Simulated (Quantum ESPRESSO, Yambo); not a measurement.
**Levels of theory for the gap of RbScF4**

RbScF4 (space group Cmcm, No. 63): one geometry, one set of norm-conserving PBEsol (Quantum ESPRESSO, 84 Ry, no spin-orbit coupling) orbitals, self-energies from Yambo (4×4×1 Γ-centred k mesh, bands 3 to 240 and a 6 Ry block in the screening, 240 bands in G with the Bruneval-Gonze terminator, plasmon pole fitted at 27.2 eV).

The geometry is that of Materials Project entry mp-1209160, symmetrised and not relaxed again.

```csv
level,"gap (0.25, 0.25, 0) → (-0.5, -0.5, 0) (eV)",direct gap at Γ (eV),rough Yambo cost
PBEsol (Quantum ESPRESSO),6.02,6.08,–
exchange only (Hartree-Fock self-energy on PBEsol orbitals),22.01,22.02,about 1/10 (8 states)
static COHSEX@PBEsol,12.29,12.40,within a factor of two (4 states)
"G0W0@PBEsol, plasmon pole",11.33,11.42,1 (8 states)
```

Bare exchange has no screening and gives the widest gap; static COHSEX screens it but leaves out the frequency dependence, which G0W0 restores.

Costs are rough ratios of core time on shared machines.

Nearest settings tried, and what they do to the gap: 124 bands in W: +175 meV. Not varied: bands in G, block, mesh. So the settings aren't converged at that level.

The structure is a Materials Project entry; no match was found in the copy of COD used, and its stability was not checked.
